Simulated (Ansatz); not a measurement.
Input file for Ansatz (a first-principles code):

Ansatz 0.2 input:
```yaml
crystal:
  lattice:
    - [0.0, 5.301244051, 5.301244051]
    - [5.301244051, 0.0, 5.301244051]
    - [5.301244051, 5.301244051, 0.0]
  atoms:
    - { symbol: Rb, position: [0.75, 0.75, 0.75] }
    - { symbol: Rb, position: [0.25, 0.25, 0.25] }
    - { symbol: Li, position: [0.5, 0.5, 0.5] }
    - { symbol: Y, position: [0.0, 0.0, 0.0] }
    - { symbol: Br, position: [0.7440357702, 0.2559642298, 0.2559642298] }
    - { symbol: Br, position: [0.2559642298, 0.7440357702, 0.7440357702] }
    - { symbol: Br, position: [0.2559642298, 0.7440357702, 0.2559642298] }
    - { symbol: Br, position: [0.7440357702, 0.2559642298, 0.7440357702] }
    - { symbol: Br, position: [0.2559642298, 0.2559642298, 0.7440357702] }
    - { symbol: Br, position: [0.7440357702, 0.7440357702, 0.2559642298] }
kpoints:
  mp_grid: { grid: [4, 4, 4] }
hamiltonian:
  xc: lda
  pseudopotentials: { kind: paw }
scf:
  occupations: { method: fixed }
phonons:
  method: dfpt
  response_accuracy: low
  qmesh: [2, 2, 2]
  interpolated_qmesh: [9, 9, 9]
  dielectric: true
  rigid_motions: translations
  temperatures: { t_max: 1000, t_step: 50 }
  qpath:
    path:
      - [[0.0, 0.0, 0.0], [0.5, 0.0, 0.5], [0.625, 0.25, 0.625]]  # Γ-X-U
      - [[0.375, 0.375, 0.75], [0.0, 0.0, 0.0], [0.5, 0.5, 0.5], [0.5, 0.25, 0.75], [0.5, 0.0, 0.5]]  # K-Γ-L-W-X
    npoints: 13
```

Output (shortened):

```
WARN phonons: the dynamical matrix that this run interpolates holds no multipole term above the dipole-dipole one, and a site of this crystal is no centre of …
Pseudopotential: Rb, paw, valence charge 9
Pseudopotential: Li, paw, valence charge 3
Pseudopotential: Y, paw, valence charge 11
Pseudopotential: Br, paw, valence charge 7
Functional definition: SPW92
Crystal: 10 atoms, lattice volume = 297.964 Å³
Basis set: ecut = 420 eV, 5817 PW (Γ), exchange–correlation on 108×108×108 points (8 copies of the dense FFT grid, shifted against one another)
Bands: 47, of which v1, the nominal top of the filled ones, is band 37 counted from 1 (36 counted from 0)
Symmetry: 48 space group operations
k-points: 36 of 64 (irreducible under 1 space group operation, time reversal used)
SCF 1 converged in 9 iterations: F = -26469.835134 eV  dr2 = 7.44e-12
── the response to a field inside a basis, on 4×4×4 k-points: an SCF that follows is theirs, and a resumed run solves both again ──
Crystal: 10 atoms, lattice volume = 297.964 Å³
Bands: 38, of which v1, the nominal top of the filled ones, is band 37 counted from 1 (36 counted from 0)
k-points: 10 of 64 (irreducible under 12 space group operations)
SCF 1 converged in 4 iterations: F = -26469.694812 eV  dr2 = 1.57e-8
WARN: on the 9×9×9 q-mesh 51 entries of the irreducible table, 1.189e0 modes per cell, the lowest at -34.15 cm⁻¹, stand at or below zero and are read as no …
SCF converged after 9 iterations
Free energy (F): -26469.835134 eV
Harris-Foulkes:  -26469.835134 eV  (|F-HF|=1.82e-11)
Internal energy: -26469.835134 eV  (E = F + TS)
E sigma→0 (E₀):  -26469.835134 eV
Fermi energy:    3.068795 eV
--- Per-component energies (eV) ---
  E_band       = -493.397581
  E_kinetic    = 1523.279789
  E_local      = -3278.279286  (includes V_loc(G=0)·N_el)
  E_nonlocal   = 806.724419
  E_hartree    = 898.472067
  E_xc         = -2013.656051
  E_vxc        = -1121.588370  (∫ρ·V_xc dr)
  E_paw        = -20754.060443  (= ΣΔE_a)
  E_vpaw       = -220.478240  (= ΣTr[D̂ρ^β])
  E_aug_tail   = -0.000004  (compensation charges beyond the density's cutoff)
  E_ewald      = -3654.426798
  E_core_change = 2.111172  (= ΣΔE_core)
  E_smearing   =  0.000000  (= −TS)
  E_closure    = 0.000000  (closes the sum)
  Σ components = -26469.835134   (vs F -26469.835134, Δ=0.00e0)
--- Band table (eV; the first three rows and the last of 36) ---
  k-point 0: bands = ["-40.3061", "-38.0052", "-21.9597", "-21.9570", "-18.1572", "-18.1572", "-18.1572", "-10.6539", "-10.0895", "-10.0895", "-10.0895", "-10.0511", "-10.0511", "-6.1041", "-6.1041", "-6.1041", "-6.0618", "-6.0618", "-6.0618", "-0.7151", …
  k-point 1: bands = ["-40.3061", "-38.0052", "-21.9593", "-21.9574", "-18.1574", "-18.1572", "-18.1572", "-10.5843", "-10.1844", "-10.1536", "-10.1536", "-9.9887", "-9.9887", "-6.0905", "-6.0905", "-6.0703", "-6.0604", "-6.0604", "-6.0436", "-0.4841", …
  k-point 2: bands = ["-40.3061", "-38.0052", "-21.9583", "-21.9583", "-18.1576", "-18.1572", "-18.1572", "-10.4306", "-10.3630", "-10.1869", "-10.1869", "-9.9570", "-9.9570", "-6.0681", "-6.0681", "-6.0678", "-6.0678", "-6.0312", "-6.0306", "-0.1652", …
  k-point 35: bands = ["-40.3061", "-38.0052", "-21.9583", "-21.9583", "-18.1576", "-18.1572", "-18.1572", "-10.4306", "-10.3630", "-10.1869", "-10.1869", "-9.9570", "-9.9570", "-6.0681", "-6.0681", "-6.0678", "-6.0678", "-6.0312", "-6.0306", "-0.1652", …
--- Phonons (Γ-DFPT): 5 representative perturbations + reference, on 36 of 64 k-points (Σ response iterations 15) ---
  ASR residual: 3.006e-5 → 0.000e0 eV/Å²; symmetrization residual: 2.792e-5 eV/Å²
  ASR residual per site (eV/Å²): 9.24e-6 9.24e-6 1.84e-5 4.77e-6 3.01e-5 3.01e-5 3.01e-5 3.01e-5 3.01e-5 3.01e-5
  Γ frequencies (cm⁻¹): -34.15 -34.15 -34.15 0.00 0.00 0.00 35.64 35.64 35.64 36.80 36.80 36.80 44.77 44.77 44.77 80.96 80.96 80.96 82.99 82.99 82.99 150.25 150.25 194.65 212.89 212.89 212.89 264.19 264.19 264.19
  ε∞ (high-frequency dielectric tensor):
        3.528424     0.000000     0.000000
        0.000000     3.528424     0.000000
        0.000000     0.000000     3.528424
  ε⁰ (static dielectric tensor): not given — an optical mode at Γ is not stable, and the ionic part, a sum over the modes at Γ, is formed only where all of …
  softest optical mode at Γ: -34.15 cm⁻¹; the repairs (sum rule, projections) moved no ω² at Γ by more than (5.79 cm⁻¹)²
  Born effective charges Z* (e; rows j = field, columns β = displacement):
    site 0:
         1.31531    0.00000    0.00000
         0.00000    1.31531    0.00000
         0.00000    0.00000    1.31531
    site 1:
         1.31531    0.00000    0.00000
         0.00000    1.31531    0.00000
         0.00000    0.00000    1.31531
    site 2:
         1.44944    0.00000    0.00000
         0.00000    1.44944    0.00000
         0.00000    0.00000    1.44944
    site 3:
         3.63625    0.00000    0.00000
         0.00000    3.63625    0.00000
         0.00000    0.00000    3.63625
    site 4:
        -2.15456    0.00000    0.00000
         0.00000   -0.85180    0.00000
         0.00000    0.00000   -0.85180
    site 5:
        -2.15456    0.00000    0.00000
         0.00000   -0.85180    0.00000
         0.00000    0.00000   -0.85180
    site 6:
        -0.85180    0.00000    0.00000
         0.00000   -2.15456    0.00000
         0.00000    0.00000   -0.85180
    site 7:
        -0.85180    0.00000    0.00000
         0.00000   -2.15456    0.00000
         0.00000    0.00000   -0.85180
    site 8:
        -0.85180    0.00000    0.00000
         0.00000   -0.85180    0.00000
         0.00000    0.00000   -2.15456
    site 9:
        -0.85180    0.00000    0.00000
         0.00000   -0.85180    0.00000
         0.00000    0.00000   -2.15456
  Z* charge neutrality: 6.580e-3 e pre-enforcement
  solved inside a basis spanned on kpoints, on 4×4×4 k-points, its susceptibility summed on 8×8×8: ε∞ is read to err by 1.5e-2, Z* by 1.6e-2 e (field_mesh …
  optical modes at Γ without the LO–TO term, one row a degenerate level:
      ω (cm⁻¹)  modes    IR ((D/Å)²/amu)
        -34.15      3             0.0000
         35.64      3             4.5404
         36.80      3             0.0000
         44.77      3             0.0000
         80.96      3             3.9851
         82.99      3             0.0000
        150.25      2             0.0000
        194.65      1             0.0000
        212.89      3            23.3689
        264.19      3            12.7089
  optical modes at Γ + LO–TO along q̂ = [1.0000, 0.0000, 0.0000]:
      ω (cm⁻¹)  modes    IR ((D/Å)²/amu)
        -34.15      3             0.0000
         35.64      2             3.0270
         36.80      3             0.0000
         44.77      3             0.0000
         51.68      1             0.2810
         80.96      2             2.6567
         82.99      3             0.0000
         94.12      1             0.8568
        150.25      2             0.0000
        194.65      1             0.0000
        212.89      2            15.5792
        236.28      1             2.6032
        264.19      2             8.4726
        292.83      1            11.1268
  optical modes at Γ + LO–TO along q̂ = [0.0000, 1.0000, 0.0000]:
      ω (cm⁻¹)  modes    IR ((D/Å)²/amu)
        -34.15      3             0.0000
         35.64      2             3.0270
         36.80      3             0.0000
         44.77      3             0.0000
         51.68      1             0.2810
         80.96      2             2.6567
         82.99      3             0.0000
         94.12      1             0.8568
        150.25      2             0.0000
        194.65      1             0.0000
        212.89      2            15.5792
        236.28      1             2.6032
        264.19      2             8.4726
        292.83      1            11.1268
  optical modes at Γ + LO–TO along q̂ = [0.0000, 0.0000, 1.0000]:
      ω (cm⁻¹)  modes    IR ((D/Å)²/amu)
        -34.15      3             0.0000
         35.64      2             3.0270
         36.80      3             0.0000
         44.77      3             0.0000
         51.68      1             0.2810
         80.96      2             2.6567
         82.99      3             0.0000
         94.12      1             0.8568
        150.25      2             0.0000
        194.65      1             0.0000
        212.89      2            15.5792
        236.28      1             2.6032
        264.19      2             8.4726
        292.83      1            11.1268
  non-analytic LO–TO correction: the dipole-dipole term of the run's Born effective charges and high-frequency dielectric tensor (where they are solved with …
--- Phonons (arbitrary-q DFPT): 3 irreducible q on the 2×2×2 mesh ---
  q = [0.0000, 0.0000, 0.0000] (star 1, of the zone-centre solve; hermiticity 5.71e-6, symmetrization 8.25e-7): -34.15 -34.15 -34.15  0.00 0.00 0.00 35.64 35.64 35.64 36.80 36.80 36.80 44.77 44.77 44.77 80.96 80.96 80.96 82.99 82.99 82.99 150.25 150.25 194.65 …
  q = [0.0000, 0.0000, -0.5000] (star 4, 5 solved perturbations in 132 linear systems a pass and spin channel, the states on 36 of 64 k-point pairs; hermiticity 1.25e-6, symmetrization 1.40e-13): 20.16 20.16 22.45 24.59 27.07 27.07 34.13 34.13 36.20 36.20 …
  q = [0.0000, -0.5000, -0.5000] (star 3, 11 solved perturbations in 178 linear systems a pass and spin channel, the states on 36 of 64 k-point pairs; hermiticity 2.95e-6, symmetrization 2.81e-13): -33.23 31.45 31.45 32.44 32.44 33.25 38.17 38.17 49.36 53.58 …
  sum rule: each row above includes the acoustic sum rule's correction from the zone centre's row sums; it moved no ω² by more than (0.85 cm⁻¹)²
  mesh force constants: q→R imaginary residual 3.92e-17; ASR residual 3.006e-5 → 0.000e0 eV/Å²; symmetrization residual 8.882e-15 eV/Å²
  interpolated dispersion: 81 rows × 30 modes
  density of states and harmonic sums: on the 9×9×9 q-mesh, interpolated from the force constants of a 2×2×2 supercell (with the dipole–dipole term)
  largest difference from the sums on the solved wave vectors: F 1.60e-2 eV, S 2.18e-5 and C_V 7.71e-6 eV/K
  zero-point energy: 0.185146 eV/cell   skipped modes (ω ≤ 0): 54, of them read as no rigid motion or as one in doubt …
```

Cost: about 19 core-minutes (a rough figure) on shared cores.

Space group Fm-3m. The first step of the workflow began from a Materials Project structure, measured or hypothetical; the Crystallography Open Database copy checked does not list it. Whether it is the stable phase at ambient conditions was not checked. The LDA relaxation kept the symmetry of its start. The run is not spin-polarised. Spin–orbit coupling is left out wherever it is not named.

Potentials: the later of the program's two PAW sets.

Ansatz is a plane-wave DFT program.
